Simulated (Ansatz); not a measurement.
## Which functional gives which lattice for GaSb?

Starting cell:

```cif
data_structure
_symmetry_space_group_name_H-M 'F-43m'
_symmetry_Int_Tables_number 216
_cell_length_a 6.1180
_cell_length_b 6.1180
_cell_length_c 6.1180
_cell_angle_alpha 90.000
_cell_angle_beta 90.000
_cell_angle_gamma 90.000
_cell_volume 229.00
loop_
_atom_site_label
_atom_site_type_symbol
_atom_site_symmetry_multiplicity
_atom_site_Wyckoff_symbol
_atom_site_fract_x
_atom_site_fract_y
_atom_site_fract_z
_atom_site_occupancy
Ga1 Ga 4 a 0.00000 0.00000 0.00000 1
Sb1 Sb 4 c 0.25000 0.25000 0.25000 1
```

Ansatz, plane waves and PAW, scalar-relativistic (no spin–orbit coupling), 6×6×6 k-mesh. No spin polarisation. In the setting of the table the starting cell (space group F-43m) has 4.326 × 4.326 × 4.326 Å, angles 60.0 / 60.0 / 60.0°. Each functional was followed to zero pressure by scaling the cell, shape and atoms held, then fitted over four more volumes within ±4 % of it.

Question: What cell, stiffness and gap does each give?

Answer: 
| functional | V0 (Å³/atom) | cell | B0 (GPa) | B′ from the pressures | gap on the mesh | cutoff (eV) |
| --- | --- | --- | --- | --- | --- | --- |
| r2SCAN + D4 | 28.44 | 4.317 × 4.317 × 4.317 Å, angles 60.0 / 60.0 / 60.0° | 56 | 4.7 | 0.52 eV | 500 |
| r2SCAN | 28.81 | 4.336 × 4.336 × 4.336 Å, angles 60.0 / 60.0 / 60.0° | 54 | 4.9 | 0.42 eV | 500 |

The volumes span 1.3 %, from r2SCAN + D4 to r2SCAN, while B0 hardly moves (54 to 56 GPa). Adding D4 to r2SCAN pulls the cell in by 1.3 %. Of 5 runs of this kind 3 are left out: 3 are in doubt (a loose fit, a gap or moment that comes and goes along the fit, no cell at zero pressure, a state that may not be the lowest or a known fault).

Caveats: gaps at these levels are rough, and mostly too small.

Points behind the fit for r2SCAN:

```json
{"V (Å³/atom)": "27.660", "E − Emin (meV/atom)": "8.36", "P (GPa)": "2.42"}
{"V (Å³/atom)": "28.237", "E − Emin (meV/atom)": "2.00", "P (GPa)": "1.14"}
{"V (Å³/atom)": "28.813", "E − Emin (meV/atom)": "0.00", "P (GPa)": "0.00"}
{"V (Å³/atom)": "29.389", "E − Emin (meV/atom)": "1.85", "P (GPa)": "-1.02"}
{"V (Å³/atom)": "29.965", "E − Emin (meV/atom)": "7.20", "P (GPa)": "-1.91"}
```
